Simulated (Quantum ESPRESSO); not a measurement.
BSi2PC4, input and log of a self-consistent run

A calculation, not a measurement. The program is pw.x of Quantum ESPRESSO 7.5 (plane-wave density functional theory). The cell is made up: 8 atoms on a wurtzite lattice, with randomly drawn elements, strain and displacements, not relaxed. PseudoDojo standard norm-conserving files (v0.5 for PBE, v0.4.1 for LDA and PBEsol) set the functional; there is no spin polarisation, spin-orbit coupling or dispersion term, and the masses in the input are unused placeholders.

Input:

```
&control calculation='scf', pseudo_dir='./dojo.nc.sr.pbe.v0_5.standard.upf', outdir='./o', disk_io='low', tprnfor=.true., tstress=.true. /
&system ibrav=0, nat=8, ntyp=4, nbnd=22, ecutwfc=99.00267394, nosym=.true., tot_charge=0,
 occupations='smearing', smearing='fd', degauss=0.0018374661
/
&electrons conv_thr=7.350e-09, electron_maxstep=60, /
ATOMIC_SPECIES
B 1.0 B.upf
C 1.0 C.upf
P 1.0 P.upf
Si 1.0 Si.upf
CELL_PARAMETERS angstrom
3.0865 0.0 0.0
0.0 5.3459 0.0
0.0 0.0 5.0402
ATOMIC_POSITIONS angstrom
B -0.0735 -0.0787 -0.0747
Si 1.5122 2.6923 -0.0146
P 1.6475 0.8533 2.5059
Si -0.0232 3.5104 2.4789
C -0.0718 -0.0342 1.8645
C 1.4913 2.6194 1.9705
C 1.5857 0.8725 4.3517
C -0.0334 3.5189 4.463
K_POINTS automatic
8 6 6 1 1 1
```

The log is shortened where brackets say so; the opening notice, blank lines, dates and the lines on written files are dropped, and the path of the files is cut. It prints rydbergs, bohrs and kilobars, and counts compression as positive stress.

```
     Program PWSCF v.7.5
     Parallel version (MPI & OpenMP), running on       4 processor cores
     Number of MPI processes:                 4
     Threads/MPI process:                     1
     [start-up lines left out]
     bravais-lattice index     =            0
     lattice parameter (alat)  =       5.8326  a.u.
     unit-cell volume          =     561.2179 (a.u.)^3
     number of atoms/cell      =            8
     number of atomic types    =            4
     number of electrons       =        32.00
     number of Kohn-Sham states=           22
     kinetic-energy cutoff     =      99.0027  Ry
     charge density cutoff     =     396.0107  Ry
     scf convergence threshold =      7.3E-09
     mixing beta               =       0.7000
     number of iterations used =            8  plain     mixing
     Exchange-correlation= PBE
                           (   1   4   3   4   0   0   0)
     [axes and pseudopotential details left out]
   Cartesian axes
     site n.     atom                  positions (alat units)
         1        B      tau(   1) = (  -0.0238134  -0.0254981  -0.0242022  )
         2        Si     tau(   2) = (   0.4899401   0.8722825  -0.0047303  )
         3        P      tau(   3) = (   0.5337761   0.2764620   0.8118905  )
         4        Si     tau(   4) = (  -0.0075166   1.1373400   0.8031427  )
         5        C      tau(   5) = (  -0.0232626  -0.0110805   0.6040823  )
         6        C      tau(   6) = (   0.4831686   0.8486635   0.6384254  )
         7        C      tau(   7) = (   0.5137534   0.2826827   1.4099141  )
         8        C      tau(   8) = (  -0.0108213   1.1400940   1.4459744  )
     number of k points=   144  Fermi-Dirac smearing, width (Ry)=  0.0018
     Number of k-points >= 100: set verbosity='high' to print them.
     Dense  grid:    74611 G-vectors     FFT dimensions: (  40,  64,  64)
     Estimated max dynamical RAM per process >     197.50 MB
     Estimated total dynamical RAM >     735.35 MB
     Initial potential from superposition of free atoms
     starting charge      31.9982, renormalised to      32.0000
     Starting wfcs are   32 randomized atomic wfcs
     total cpu time spent up to now is        9.4 secs
     per-process dynamical memory:   167.1 Mb
     Self-consistent Calculation
     iteration #  1     ecut=    99.00 Ry     beta= 0.70
     Davidson diagonalization with overlap
     ethr =  1.00E-02,  avg # of iterations =  3.3
     total cpu time spent up to now is       28.2 secs
     total energy              =     -84.24033400 Ry
     estimated scf accuracy    <       1.36211819 Ry
     iteration #  2     ecut=    99.00 Ry     beta= 0.70
     Davidson diagonalization with overlap
     ethr =  4.26E-03,  avg # of iterations =  2.3
     total cpu time spent up to now is       45.6 secs
     total energy              =     -84.61894338 Ry
     estimated scf accuracy    <       0.63427946 Ry
     iteration #  3     ecut=    99.00 Ry     beta= 0.70
     Davidson diagonalization with overlap
     ethr =  1.98E-03,  avg # of iterations =  2.0
     total cpu time spent up to now is       61.4 secs
     total energy              =     -84.72643134 Ry
     estimated scf accuracy    <       0.03590664 Ry
     iteration #  4     ecut=    99.00 Ry     beta= 0.70
     Davidson diagonalization with overlap
     ethr =  1.12E-04,  avg # of iterations =  9.7
     total cpu time spent up to now is       82.9 secs
     total energy              =     -84.73896185 Ry
     estimated scf accuracy    <       0.00366131 Ry
     iteration #  5     ecut=    99.00 Ry     beta= 0.70
     Davidson diagonalization with overlap
     ethr =  1.14E-05,  avg # of iterations =  6.7
     total cpu time spent up to now is      100.2 secs
     total energy              =     -84.73949626 Ry
     estimated scf accuracy    <       0.00122360 Ry
     [iterations 6 to 7 left out]
     iteration #  8     ecut=    99.00 Ry     beta= 0.70
     Davidson diagonalization with overlap
     ethr =  5.48E-08,  avg # of iterations =  3.9
     total cpu time spent up to now is      144.9 secs
     total energy              =     -84.73962403 Ry
     estimated scf accuracy    <       0.00000596 Ry
     iteration #  9     ecut=    99.00 Ry     beta= 0.70
     Davidson diagonalization with overlap
     ethr =  1.86E-08,  avg # of iterations =  2.0
     total cpu time spent up to now is      156.1 secs
     total energy              =     -84.73962420 Ry
     estimated scf accuracy    <       0.00000117 Ry
     iteration # 10     ecut=    99.00 Ry     beta= 0.70
     Davidson diagonalization with overlap
     ethr =  3.64E-09,  avg # of iterations =  2.4
     total cpu time spent up to now is      167.8 secs
     total energy              =     -84.73962454 Ry
     estimated scf accuracy    <       0.00000006 Ry
     iteration # 11     ecut=    99.00 Ry     beta= 0.70
     Davidson diagonalization with overlap
     ethr =  1.84E-10,  avg # of iterations =  4.1
     total cpu time spent up to now is      182.2 secs
     total energy              =     -84.73962454 Ry
     estimated scf accuracy    <       0.00000007 Ry
     iteration # 12     ecut=    99.00 Ry     beta= 0.70
     Davidson diagonalization with overlap
     ethr =  1.84E-10,  avg # of iterations =  2.0
     total cpu time spent up to now is      195.0 secs
     End of self-consistent calculation
     [lines on levels left out]
!    total energy              =     -84.73962455 Ry
     estimated scf accuracy    <          2.1E-09 Ry
     smearing contrib. (-TS)   =      -0.00000000 Ry
     internal energy E=F+TS    =     -84.73962455 Ry
     The total energy is F=E-TS. E is the sum of the following terms:
     one-electron contribution =      19.17639284 Ry
     hartree contribution      =       9.57526656 Ry
     xc contribution           =     -29.85567898 Ry
     ewald contribution        =     -83.63560497 Ry
     convergence has been achieved in  12 iterations
     Forces acting on atoms (cartesian axes, Ry/au):
     atom    1 type  1   force =     0.00594832    0.01972896   -0.01216662
     atom    2 type  4   force =     0.00220992   -0.05447282   -0.00845262
     atom    3 type  3   force =    -0.10774352    0.01929427    0.07149857
     atom    4 type  4   force =    -0.02726852    0.02201149    0.09603167
     atom    5 type  2   force =     0.08124171    0.00876347   -0.08317818
     atom    6 type  2   force =     0.04182661   -0.04643093   -0.07833514
     atom    7 type  2   force =     0.00273429   -0.07823567    0.03752710
     atom    8 type  2   force =     0.00105120    0.10934122   -0.02292478
     Total force =     0.273524     Total SCF correction =     0.000032
     Computing stress (Cartesian axis) and pressure
          total   stress  (Ry/bohr**3)                   (kbar)     P=     -161.43
  -0.00082035   0.00000212  -0.00009371         -120.68        0.31      -13.79
   0.00000212  -0.00129418   0.00001810            0.31     -190.38        2.66
  -0.00009371   0.00001810  -0.00117751          -13.79        2.66     -173.22
     init_run     :      8.92s CPU      9.26s WALL (       1 calls)
     electrons    :    184.55s CPU    185.67s WALL (       1 calls)
     forces       :      3.07s CPU      3.11s WALL (       1 calls)
     stress       :      7.93s CPU      7.94s WALL (       1 calls)
     [timing details left out]
     PWSCF        :   3m24.71s CPU   3m26.29s WALL
     JOB DONE.
```

In other units: free energy -1152.941 eV for the cell, pressure -16.14 GPa, largest force component 2.811 eV/Å. This run is the check on a run of the same cell at 1116 eV and a 6 x 4 x 4 mesh: rerunning at 1347 eV and a 8 x 6 x 6 mesh moved values by no more than 0.002 eV in energy, 0.19 GPa in stress and 0.018 eV/Å in force.